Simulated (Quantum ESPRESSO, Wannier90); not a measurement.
## Wannierisation of Zn2SeS (P-4m2)

```yaml
crystal:
  lattice:
    - [3.90929, 0.00000, 0.00000]
    - [0.00000, 3.90929, 0.00000]
    - [0.00000, 0.00000, 5.52212]
  atoms:
    - { symbol: Zn, position: [0.50000, 0.00000, 0.76306] }
    - { symbol: Zn, position: [0.00000, 0.50000, 0.23694] }
    - { symbol: Se, position: [0.00000, 0.00000, 0.50000] }
    - { symbol: S, position: [0.50000, 0.50000, 0.00000] }
```

Cell from Materials Project (mp-1215430), symmetrised, no further relaxation. Not found in the COD (Crystallography Open Database) copy used; not checked further. Level: PBEsol, no spin polarisation, no spin-orbit coupling; pw.x of Quantum ESPRESSO at 69 Ry with PseudoDojo potentials, 8×8×6 k-points, Wannier90. Density: 8×8×6 mesh, cold smearing 0.01 Ry. Spin-orbit coupling, left out, would split the p-like bands by a few tenths of an eV.

Base run: 16 functions from bands 14-15,26-53 of the 53 computed, start hydrogen-like Zn: s;p; Se: s;p; S: s;p, centres 0.05 Å off the atoms, frozen window up to 2.99 eV relative to the valence-band maximum, outer window open. Bands 16–25 (Zn 3d 94 %) lie between the kept ones and are excluded. One thing is changed at a time; window edges are relative to the valence-band maximum. The misfit compares interpolated bands with pw.x on a high-symmetry path, for states up to 2.5 eV relative to the valence-band maximum. Converged means that the tolerances were met: symmetric starts can stop on a saddle, which shows as a larger Ω_OD at equal Ω_I and can move the misfit too.

Task: Which of these settings interpolates worst among those that finish?
(A) frozen window to 4.99 eV
(B) base
(C) frozen window to 3.99 eV
(D) no frozen window
(E) frozen window to 2.49 eV
(F) outer window to 16.83 eV

Result: D, no frozen window. The whole sweep:

```tsv
setting	functions	frozen to (eV)	Ω_I (Å²)	Ω_D (Å²)	Ω_OD (Å²)	rms misfit (meV)	worst (meV)	ended
base	16	2.99	26.99	0.02	3.38	1.9	22	converged
frozen window to 2.49 eV	16	2.49	26.75	0.02	3.34	1.6	21	converged
frozen window to 4.99 eV	16	4.99	31.81	0.06	3.73	2.1	22	converged
frozen window to 3.99 eV	16	3.99	29.66	0.04	3.50	2.0	21	converged
no frozen window	16	none	25.88	0.01	3.02	182	545	converged
outer window to 16.83 eV	16	2.99	30.47	0.05	3.76	1.9	23	converged
```

Runs of this sweep that didn't settle are not listed.
